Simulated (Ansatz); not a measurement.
**Frozen-phonon scan for Sn (beta-Sn type, space group I4_1/amd)**

Sn (beta-Sn type, space group I4_1/amd)

```
Sn
1.0
   -2.97350     2.97350     1.60615
    2.97350    -2.97350     1.60615
    2.97350     2.97350    -1.60615
Sn
2
Direct
  0.75000   0.25000   0.50000
  0.00000   0.00000   0.00000
```

A phonon eigenvector at Γ is frozen into this cell: atom i moves by Q times the vector below, so Q is the largest atomic displacement, in Å. The cell is held.

```json
[
 {"atom": "Sn1", "x": "0.000", "y": "0.000", "z": "1.000"},
 {"atom": "Sn2", "x": "0.000", "y": "0.000", "z": "-1.000"}
]
```

Computed with PBE (plane waves to 420 eV, PAW, scalar-relativistic; Ansatz, a program for electronic structure). k mesh 16×16×16 (Γ-centred), Fermi-Dirac smearing 0.05 eV. Energies are smeared free energies. With partly filled bands, energies and forces of such displacements shift with the k mesh and the smearing. Sn was relaxed with its symmetry unable to fall. ΔE is measured from the undisplaced structure.

| Q (Å) | ΔE (meV/cell) | −dE/dQ from forces (eV/Å) |
|---|---|---|
| -0.180 | 21.0 | 0.189 |
| -0.150 | 15.5 | 0.178 |
| -0.120 | 10.4 | 0.157 |
| -0.090 | 6.1 | 0.128 |
| -0.060 | 2.8 | 0.091 |
| -0.030 | 0.7 | 0.048 |
| 0.000 | 0.0 | 0.000 |
| 0.030 | 0.7 | -0.048 |
| 0.060 | 2.8 | -0.091 |
| 0.090 | 6.1 | -0.128 |
| 0.120 | 10.4 | -0.157 |
| 0.150 | 15.5 | -0.178 |
| 0.180 | 21.0 | -0.189 |

What the scan shows:

```
Property                                                                                                             Result
-----------------------------------------------------------  --------------------------------------------------------------
Energy at Q = 0.180 Å                                                                                         21.0 meV/cell
Space group of the distorted cell                                                      Imma (No. 74), lowered from I4_1/amd
Symmetry of the curve                                                                         even: the same for both signs
Shape of the curve                                           a single well with its minimum at or next to zero displacement
Harmonic wavenumber from the curvature (finite differences)                                                         43 cm⁻¹
Wavenumber by perturbation theory (DFPT, on another k mesh)                                                         43 cm⁻¹
```

(A displaced cell: forces are minus the slopes of the energy, force constants its curvatures, and phonons follow from these.)
